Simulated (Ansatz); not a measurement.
A trial cell of Mg₅Re went into the relaxation workflow.

The guess for Mg₅Re was made by a generator: random cell by space group and Wyckoff sites (P4/mmm, No. 123). Its size is a rough estimate.

```
CELL_PARAMETERS angstrom
3.60632 0.00000 0.00000
0.00000 3.60632 0.00000
0.00000 0.00000 5.10676
ATOMIC_POSITIONS crystal
Mg 0.65838 0.00000 0.50000
Mg 0.34162 0.00000 0.50000
Mg 0.00000 0.65838 0.50000
Mg 0.00000 0.34162 0.50000
Mg 0.50000 0.50000 0.50000
Re 0.00000 0.00000 0.50000
```

Theory: DFT PBE, scalar-relativistic, plane waves, PAW in Ansatz 0.2.0.

Input of a coarse relaxation:

```yaml
crystal:
  lattice:
    - [3.60631952, 0.0, 0.0]
    - [0.0, 3.60631952, 0.0]
    - [0.0, 0.0, 5.10675968]
  atoms:
    - { symbol: Mg, position: [0.65838227, 0.0, 0.5] }
    - { symbol: Mg, position: [0.34161773, 0.0, 0.5] }
    - { symbol: Mg, position: [0.0, 0.65838227, 0.5] }
    - { symbol: Mg, position: [0.0, 0.34161773, 0.5] }
    - { symbol: Mg, position: [0.5, 0.5, 0.5] }
    - { symbol: Re, position: [0.0, 0.0, 0.5] }
basis:
  ecutwfc: 420
kpoints:
  mp_grid: { grid: [6, 6, 4] }
hamiltonian:
  xc: pbe
scf:
  occupations: { method: gaussian, width: 0.1 }
  lower_state_search: "off"
output:
  forces: true
  stress: true
  eigenvalues: true
relax:
  adjacent_minimum: "off"
  f_tol: 0.04
  max_steps: 70
  cell: { stress_tol: 0.4 }
```

```bash
ansatz run input.yaml --threads 1 --pin off --max-ram 2560MiB --backend cpu --events-out ev --progress --plain --runs-dir out
```

Last lines of the log:

```
Initial wavefunctions: pseudopotential atomic-orbital guess
Functional: x = pbe(κ = 0.804, μ = 0.21951497), c = pbe(β = 0.06672455)
SCF iter   1: F=—  HF=-37287.742900 eV  |F-HF|=—  |Δ(HF+E_count)|=         —  Δρ=8.41e0  dr2=2.91e4  ethr=1.77e-3  ⟨swp⟩=74.3  Hψ=41402  notcnv=0  defer=99
SCF iter   2: F=—  HF=-23288.265244 eV  |F-HF|=—  |Δ(HF+E_count)|=    1.40e4  Δρ=3.87e0  dr2=6.34e3  ethr=1.77e-3  ⟨swp⟩=22.2  Hψ=27047  notcnv=0  defer=71
SCF iter   3: F=—  HF=-20719.772191 eV  |F-HF|=—  |Δ(HF+E_count)|=    2.57e3  Δρ=1.30e0  dr2=1.59e3  ethr=1.77e-3  ⟨swp⟩=18.9  Hψ=17417  notcnv=0  defer=119
SCF iter   4: F=—  HF=-20339.257013 eV  |F-HF|=—  |Δ(HF+E_count)|=    3.81e2  Δρ=6.48e-1  dr2=2.29e2  ethr=1.77e-3  ⟨swp⟩=13.0  Hψ=10185  notcnv=0  defer=59
SCF iter   5: F=—  HF=-20281.123723 eV  |F-HF|=—  |Δ(HF+E_count)|=    5.81e1  Δρ=3.61e-1  dr2=6.45e1  ethr=1.77e-3  ⟨swp⟩=12.0  Hψ=6128  notcnv=0  defer=53
SCF iter   6: F=—  HF=-20253.140097 eV  |F-HF|=—  |Δ(HF+E_count)|=    2.80e1  Δρ=8.94e-2  dr2=3.04e0  ethr=1.77e-3  ⟨swp⟩=10.2  Hψ=5215  notcnv=0  defer=31
SCF iter   7: F=—  HF=-20253.000997 eV  |F-HF|=—  |Δ(HF+E_count)|=   1.39e-1  Δρ=2.11e-2  dr2=2.30e-1  ethr=1.77e-3  ⟨swp⟩=6.2  Hψ=2604  notcnv=0  defer=36
SCF iter   8: F=—  HF=-20252.959162 eV  |F-HF|=—  |Δ(HF+E_count)|=   4.18e-2  Δρ=5.18e-3  dr2=1.61e-2  ethr=3.53e-4  ⟨swp⟩=4.9  Hψ=2481  notcnv=0  defer=33
SCF iter   9: F=—  HF=-20252.959645 eV  |F-HF|=—  |Δ(HF+E_count)|=   4.83e-4  Δρ=1.71e-3  dr2=9.43e-4  ethr=2.47e-5  ⟨swp⟩=2.7  Hψ=2302  notcnv=0  defer=32
SCF iter  10: F=—  HF=-20252.959269 eV  |F-HF|=—  |Δ(HF+E_count)|=   3.76e-4  Δρ=4.05e-4  dr2=8.67e-5  ethr=1.45e-6  ⟨swp⟩=2.4  Hψ=2098  notcnv=0  defer=32
SCF iter  11: F=—  HF=-20252.959356 eV  |F-HF|=—  |Δ(HF+E_count)|=   8.64e-5  Δρ=1.43e-4  dr2=9.05e-6  ethr=1.33e-7  ⟨swp⟩=2.2  Hψ=2010  notcnv=0  defer=32
SCF iter  12: F=—  HF=-20252.959352 eV  |F-HF|=—  |Δ(HF+E_count)|=   3.96e-6  Δρ=2.78e-5  dr2=3.42e-7  ethr=1.39e-8  ⟨swp⟩=2.5  Hψ=2103  notcnv=0  defer=32
SCF iter  13: F=-20252.959351 eV  HF=-20252.959351 eV  |F-HF|=1.77e-9  |Δ(HF+E_count)|=   1.77e-7  Δρ=2.90e-6  dr2=4.21e-9  ethr=1.54e-10  ⟨swp⟩=20.7  Hψ=9827  notcnv=0
Error: refused after 13 iterations: one_centre_occupation = 4.47e0 (threshold 2.00e0); read on the Mg atom at site 3 (counted from 0), in its partial waves of l = 2. The loop had accepted its state. The figure is how many electrons the atom's PAW partial-wave expansion lays in one spin orbital insid
```

**Question.** How did the run end?

**Answer.** The SCF loop converged, but the program refused the state. The PAW expansion on Mg put 4.47 electrons into one spin orbital, where the Pauli principle allows one. The run has most likely filled a ghost state of the dataset, or the PAW spheres overlap too strongly; at the start of this run the shortest distance is 1.14 Å. No property of the compound can be read from it.

Time: 36 s on 1 thread of Intel(R) Xeon(R) Processor @ 2.50GHz (Skylake/Cascade Lake), on a shared host, peak memory 0.37 GiB.
